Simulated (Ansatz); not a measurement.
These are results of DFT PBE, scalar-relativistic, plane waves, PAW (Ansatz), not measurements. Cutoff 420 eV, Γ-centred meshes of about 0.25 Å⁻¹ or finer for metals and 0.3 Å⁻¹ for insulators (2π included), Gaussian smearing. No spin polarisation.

All energies are static (0 K, no zero-point motion).

Two forms of Zr3GeTe4 were relaxed alike.

A.

```yaml
crystal:
  lattice:
    - [3.80727, 0.00000, 0.00000]
    - [-1.90363, 3.29719, 0.00000]
    - [0.00000, 0.00000, 15.91453]
  atoms:
    - { symbol: Zr, position: [0.00000, 0.00000, 0.50000] }
    - { symbol: Zr, position: [0.00000, 0.00000, 0.25405] }
    - { symbol: Zr, position: [0.00000, 0.00000, 0.74595] }
    - { symbol: Ge, position: [0.00000, 0.00000, 0.00000] }
    - { symbol: Te, position: [0.33333, 0.66667, 0.86833] }
    - { symbol: Te, position: [0.33333, 0.66667, 0.37755] }
    - { symbol: Te, position: [0.66667, 0.33333, 0.13167] }
    - { symbol: Te, position: [0.66667, 0.33333, 0.62245] }
```

B.

```yaml
crystal:
  lattice:
    - [3.93618, 0.00000, 0.00000]
    - [0.00000, 3.95499, 0.00000]
    - [0.00000, 0.00000, 13.33015]
  atoms:
    - { symbol: Zr, position: [0.00000, 0.50000, 0.65881] }
    - { symbol: Zr, position: [0.50000, 0.50000, 0.41741] }
    - { symbol: Zr, position: [0.50000, 0.00000, 0.80028] }
    - { symbol: Ge, position: [0.00000, 0.00000, 0.12688] }
    - { symbol: Te, position: [0.00000, 0.00000, 0.34319] }
    - { symbol: Te, position: [0.00000, 0.50000, 0.88718] }
    - { symbol: Te, position: [0.50000, 0.50000, 0.18554] }
    - { symbol: Te, position: [0.50000, 0.00000, 0.58071] }
```

**Question.** Which form is favoured at zero pressure, and by what margin per atom?

**Answer.** A is lower, by 42 meV/atom. A has space group P-3m1 (No. 164), 25.0 Å³/atom and no gap on its mesh; B has space group Pmm2 (No. 25), 25.9 Å³/atom and no gap. Counting Ge or Te atoms around Zr (for each partner element, those within 1.25 times its shortest distance or 1.15 times the sum of covalent radii, where it is the nearest in units of that sum or under 1.3; a slash parts the counts of unlike sites), A has Zr 6 and B has Zr 5/7. In A, Zr on a site of symmetry -3m is surrounded by 6 Te at 2.94 Å; around Ge lie 6 Te at 3.04 Å; Te on its first site is surrounded by 3 Zr at 2.94 Å and 3 Ge at 3.04 Å; 2 more sites not described. In B, Zr on its first site has 5 Te at 2.98–3.04 Å and 4 Zr at 3.37 Å; around Ge lie 5 Te at 2.88–2.90 Å; Te on its first site is surrounded by 1 Ge at 2.88 Å and 4 Zr at 2.96 Å; 5 more sites not described. Both come from trial cells of a structure search, whose lowest cell (R-3m, 30.1 Å³/atom) lies 246 meV/atom below the lower of the two.

Weakly bound directions are ill-defined at this level, which has no dispersion term (Pmm2), and this can change margins and order among such cells. Spin–orbit coupling, which can matter for Te, is left out. Trial moments fell under 0.15 μB along the way in P-3m1 and Pmm2; another start might hold them. Cells relaxed within their symmetry can be saddle points. Some structure types and database cells were kept out of the candidates from the start, so a known form may be missing.
